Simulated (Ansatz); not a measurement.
# TiC (rock salt), generalised stacking-fault energy along a line

Generalised stacking fault of TiC (rock salt) on the {110} plane. The cell below holds the perfect crystal with the plane normal along z; tilting its third vector by the shift puts one fault into each cell, between planes 1.53 Å apart, at fixed cell height.

```yaml
crystal:
  lattice:
    - [3.06022, 0.00000, 0.00000]
    - [0.00000, 4.32781, 0.00000]
    - [1.53011, 2.16390, 4.59034]
  atoms:
    - { symbol: C, position: [0.00000, 0.00000, 0.83333] }
    - { symbol: C, position: [0.33333, 0.33333, 0.16667] }
    - { symbol: C, position: [0.66667, 0.66667, 0.50000] }
    - { symbol: Ti, position: [0.00000, 0.50000, 0.83333] }
    - { symbol: Ti, position: [0.33333, 0.83333, 0.16667] }
    - { symbol: Ti, position: [0.66667, 0.16667, 0.50000] }
```

In-plane vectors a = (3.060, 0.000) Å, b = (0.000, 4.328) Å, area 13.24 Å². The shift is s times the vector b (length 4.328 Å), so s = 1 restores the start. The shift is rigid: no atom relaxes. γ = [E(shift) − E(0)] / area.

Computed with r2SCAN (plane waves to 500 eV, PAW, scalar-relativistic; Ansatz, a quantum-chemistry and plane-wave program). k mesh 13×13×13 (Γ-centred), Fermi-Dirac smearing 0.05 eV. E is the zero-smearing estimate. Stress and pressure are positive under compression. With partly filled bands, the k mesh leaves noise in γ, roughly 0.02 J/m² as judged from a few cases. Faults lie only 4.6 Å apart, and holding the cell height and the atoms raises γ above its relaxed value. Left out: 5 of 12 points, with atoms too close for the PAW data. TiC is run without spin polarisation. TiC was relaxed with its symmetry unable to fall. The zero of γ is zero shift.

| shift (Å) | γ (meV/Å²) | σ normal to the fault (GPa) |
|---|---|---|
| 0.000 | 0 | 0.0 |
| 0.361 | 51 | 1.0 |
| 0.721 | 174 | 3.2 |
| 1.082 | 304 | 3.1 |
| 3.246 | 304 | 3.1 |
| 3.606 | 174 | 3.2 |
| 3.967 | 51 | 1.0 |

(The slope of γ gives the shear force per area between the displaced halves; near zero shift its curvature is an elastic stiffness.)
